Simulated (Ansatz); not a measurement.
## Zone-centre phonons of BiN: input and output

Computed with DFT PBEsol, scalar-relativistic, plane waves, PAW in Ansatz 0.2.0.

Launched with:
```bash
ansatz run input.yaml --threads 1 --pin off --max-ram 1228MiB --backend cpu --events-out ev --progress --plain --runs-dir out
```

Input (bare energies are in eV):
```yaml
crystal:
  lattice:
    - [3.1386, 0.0, 0.0]
    - [0.0, 3.1386, 0.0]
    - [0.0, 0.0, 3.1386]
  atoms:
    - { symbol: Bi, position: [0.0, 0.0, 0.0] }
    - { symbol: "N", position: [0.5, 0.5, 0.5] }
basis:
  ecutwfc: 420
kpoints:
  mp_grid: { grid: [14, 14, 14] }
hamiltonian:
  xc: pbesol
scf:
  occupations: { method: fermi_dirac, width: 0.15 }
output:
  eigenvalues: true
phonons:
  method: dfpt
  eigenvectors: true
```

The end of the output:
```
--- Phonons (Γ-DFPT): 2 representative perturbations + reference, on 288 of 2744 k-points (Σ response iterations 6) ---
  k mesh reduced under 8 symmetry operations, with k and −k counted as one. Each operation leaves every solved perturbation unchanged. A smaller set is not used because it would not reduce the number of displacements ...
  ASR residual: 2.070e-4 → 0.000e0 eV/Å²; symmetrization residual: 1.904e-6 eV/Å²
  ASR residual per site (eV/Å²): 2.22e-6 2.07e-4
  Γ frequencies (cm⁻¹): -250.45 -250.45 -250.45 0.00 0.00 0.00
  non-analytic LO–TO correction: not included (Born effective charges unavailable; polar crystals: no LO–TO splitting at Γ)
```

Its imaginary modes show that this cell, the ideal cubic caesium chloride prototype, isn't a minimum of the energy. In a metal, frequencies and elastic constants depend on the k mesh and the smearing, soft modes and shear constants most. Spin–orbit coupling is left out, which can shift energies with elements as heavy as these.

Negative frequencies stand for imaginary ones: the cell is unstable against these modes.